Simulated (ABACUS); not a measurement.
A self-consistent single point of SnSe (Pnma, 8 atoms in the cell; from Materials Project mp-691, changed as shown) with ABACUS.

Level of theory: PBE, numerical atomic orbitals DZP (confined pseudo-atomic orbitals with Gaussian additions; energy shift 0.01 Ry), PseudoDojo 0.5 standard norm-conserving PBE (tails mended) pseudopotentials (ABACUS 3.10.1).

The change in words: lattice vector a scaled by 1.02. Reference geometry (Pnma):
```
CELL_PARAMETERS angstrom
     11.48833     0.00000     0.00000
      0.00000     4.06394     0.00000
      0.00000     0.00000     4.62993
ATOMIC_POSITIONS crystal
  Sn 0.61879 0.75000 0.37655
  Sn 0.38121 0.25000 0.62345
  Sn 0.88121 0.25000 0.87655
  Sn 0.11879 0.75000 0.12345
  Se 0.14855 0.25000 0.50918
  Se 0.85145 0.75000 0.49082
  Se 0.35145 0.75000 0.00918
  Se 0.64855 0.25000 0.99082
```

Reference input (self-consistent single point, DFT, PBE, numerical atomic orbitals DZP (confined pseudo-atomic orbitals with Gaussian additions; energy shift 0.01 Ry), PseudoDojo 0.5 standard norm-conserving PBE (tails mended) pseudopotentials): basis = DZP numerical atomic orbitals, energy shift 0.01 Ry; KPT = Gamma 2 4 4 0 0 0; basis_type = lcao; ecutwfc = 100 Ry; smearing_method = gaussian; smearing_sigma = 0.00367493 Ry; potentials = PseudoDojo 0.5 standard norm-conserving PBE (tails mended); symmetry = 1; symmetry_prec = 1e-05; ks_solver = scalapack_gvx; scf_nmax = 100; scf_thr = 1.0e-07. This run's input differs from it in these lines:

```diff
@@ -32,3 +32,3 @@
 LATTICE_VECTORS
-  21.7097916601    0.0000000000    0.0000000000
+  22.1439883626    0.0000000000    0.0000000000
    0.0000000000    7.6797411458    0.0000000000
@@ -42,6 +42,6 @@
 4
-   7.1088618643    3.0479580000    1.7433986353 1 1 1
-   4.3794651357    1.0159860000    2.8865273647 1 1 1
-  10.1236286357    1.0159860000    4.0583616353 1 1 1
-   1.3646983643    3.0479580000    0.5715643647 1 1 1
+   7.2510393863    3.0479580000    1.7433986353 1 1 1
+   4.4670546137    1.0159860000    2.8865273647 1 1 1
+  10.3261016137    1.0159860000    4.0583616353 1 1 1
+   1.3919923863    3.0479580000    0.5715643647 1 1 1
 
@@ -50,6 +50,6 @@
 4
-   1.7065909758    1.0159860000    2.3574657207 1 1 1
-   9.7817360241    3.0479580000    2.2724602793 1 1 1
-   4.0375725241    3.0479580000    0.0425027207 1 1 1
-   7.4507544758    1.0159860000    4.5874232793 1 1 1
+   1.7407228637    1.0159860000    2.3574657207 1 1 1
+   9.9773711363    3.0479580000    2.2724602793 1 1 1
+   4.1183241363    3.0479580000    0.0425027207 1 1 1
+   7.5997698637    1.0159860000    4.5874232793 1 1 1
 # file: KPT
```

The program printed (abridged):

```
 SELF-CONSISTENT
 -------------------------------------------

                  longest orb rcut (Bohr) = 7.5
   longest nonlocal projector rcut (Bohr) = 2.66
                     search radius (Bohr) = 20.3

                          real space grid = [ 144, 50, 60 ]
                                 init_chg = atomic

 LCAO ALGORITHM --------------- ION=   1  ELEC=   1--------------------------------

 Density error is 0.034402656729
 E_KohnSham     -1600.6492263839     -21777.9499781135
 E_Fermi        0.6604946010         8.9864900717

 LCAO ALGORITHM --------------- ION=   1  ELEC=   2--------------------------------

   [... lines left out ...]

   [... 6 blocks of this kind left out ...]

 LCAO ALGORITHM --------------- ION=   1  ELEC=   9--------------------------------

 Density error is 1.04390650115e-07
 E_KohnSham     -1600.7106583133     -21778.7858023921
 E_Fermi        0.6760476270         9.1980998463

 LCAO ALGORITHM --------------- ION=   1  ELEC=  10--------------------------------

 Density error is 1.72605955887e-08
 E_KohnSham     -1600.7106583133     -21778.7858023922
 E_KS(sigma->0) -1600.7106583133     -21778.7858023922
 E_entropy(-TS) -0.0000000000        -0.0000000000
 E_Fermi        0.6760476606         9.1981003040
 charge density convergence is achieved
 final etot is -21778.785802 eV
 EFERMI = 9.198100304 eV

 STATE ENERGY(eV) AND OCCUPATIONS    NSPIN == 1
   [... 70 lines left out ...]

 TOTAL-FORCE (eV/Angstrom)
                       Sn1        -0.2763655504         0.0000000000         0.4660176796
                       Sn2         0.2763655504         0.0000000000        -0.4660176796
                       Sn3         0.2763655504         0.0000000000         0.4660176796
                       Sn4        -0.2763655504         0.0000000000        -0.4660176796
                       Se1        -0.1520929424         0.0000000000         0.4850252453
                       Se2         0.1520929424         0.0000000000        -0.4850252453
                       Se3         0.1520929424         0.0000000000         0.4850252453
   [... lines left out ...]

 TOTAL-STRESS (KBAR)
        11.6207296936         0.0000000000         0.0000000000
         0.0000000000        35.2949629504         0.0000000000
         0.0000000000         0.0000000000        21.8709729152
 TOTAL-PRESSURE: 22.928889 KBAR

 --------------------------------------------
 !FINAL_ETOT_IS -21778.7858023921580752 eV
 --------------------------------------------
```

The run converged in 10 iterations. Against the reference run the free energy goes down by 8.1 meV/atom, the pressure goes from 3.52 to 2.29 GPa, the largest force goes from 0.671 to 0.542 eV/Å and the gap on the mesh goes from 1.048 to 0.869 eV.

The atom-centred basis is finite, which shifts total energies, pressures, gaps and forces against plane waves. The structure comes from a collection of computed structures, made at another level of theory; the collection holds predicted forms beside known ones. Its lattice was then scaled.

Cost on one core: very roughly 60 core-seconds.

The atomic orbitals were generated for these runs; they are not ABACUS's published sets and were checked against plane waves on a few crystals only.

“Tails mended”: in these copies of the files the far tail of each local potential was reset to the Coulomb form.
